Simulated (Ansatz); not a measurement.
Recipe of this trial structure of AgPb2F6: ordered vacancies on the cation sites of perovskite (Fm-3m, No. 225) (occupants of the shared sites, in ratio, Ag: 1, vacant: 1). Its size is a rough estimate.

```
Ag Pb F
1.0
     0.00000    4.19231    4.19231
     4.19231    0.00000    4.19231
     4.19231    4.19231    0.00000
Ag Pb F
1 2 6
Direct
  0.00000 0.00000 0.00000
  0.25000 0.25000 0.25000
  0.75000 0.75000 0.75000
  0.75000 0.25000 0.25000
  0.25000 0.75000 0.75000
  0.25000 0.75000 0.25000
  0.75000 0.25000 0.75000
  0.25000 0.25000 0.75000
  0.75000 0.75000 0.25000
```

These are results of DFT PBE, scalar-relativistic, plane waves, PAW (Ansatz 0.2.0), not measurements. Cutoff 420 eV, Gaussian smearing, Γ-centred meshes. Cell and atoms relax first on a coarse mesh and then on a finer one. In between, the cell is made exact in the group found at 0.06 Å. In metals the finer mesh still leaves noise of several meV/atom or more. The steps can't lower the symmetry of their start. Collinear spin is switched on along the way, since trial moments persisted in a coarse test.

A guess keeps its type if space group and coordination stay and the shape of the cell changes little (axis ratios within about 15 %, angles within 6°); the volume may change.

Question: Does this structure survive the relaxation?

Answer: It keeps its type. The symmetry stays Fm-3m (No. 225). The volume per atom shrinks by 6.7 %, from 16.4 to 15.3 Å³. The shortest distance goes from 2.10 Å (Ag–F) to 2.16 Å (Ag–F). Counting neighbours within 15 % of an atom's shortest distance, the start has Ag 6, F 1, Pb 12 and the end Ag 6, F 1, Pb 12.

The last run used collinear spin, an 8×8×8 mesh for its 9-atom cell and Gaussian smearing of 0.10 eV. These runs have no spin–orbit coupling, which can matter for Pb. Another magnetic order may lie lower. A structure relaxed within its symmetry needn't be a true minimum.
